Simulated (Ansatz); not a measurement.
Input and command of a plane-wave DFT calculation in Ansatz:

```yaml
crystal:
  lattice:
    - [2.8598634921, 0.0, 0.0]
    - [0.0, 2.8598634921, 0.0]
    - [0.0, 0.0, 2.8598634921]
  atoms:
    - { symbol: Pt, position: [0.0, 0.0, 0.0] }
    - { symbol: C, position: [0.5, 0.5, 0.5] }
basis:
  ecutwfc: 420
kpoints:
  mp_grid: { grid: [6, 6, 6] }
hamiltonian:
  xc: pbe
scf:
  occupations: { method: gaussian, width: 0.1 }
  lower_state_search: "off"
output:
  forces: true
  stress: true
  eigenvalues: true
relax:
  adjacent_minimum: "off"
  f_tol: 0.04
  max_steps: 70
  cell: { stress_tol: 0.4 }
```

```bash
ansatz run input.yaml --threads 1 --pin off --max-ram 2560MiB --backend cpu --events-out ev --progress --plain --runs-dir out
```

Processor: Arm Neoverse V2, 1 thread, on a host shared with other jobs.

Q: Estimate time, memory and problem size.

A: About 3 s on 1 thread of Arm Neoverse V2, with other jobs on the host, peak memory 0.26 GiB. It solves 15 bands at 20 k points (the mesh reduced by the symmetry that the task leaves, which can be less than the crystal's) with about 437 plane waves (on the last cell), in 30 SCF iterations over 5 ionic steps.
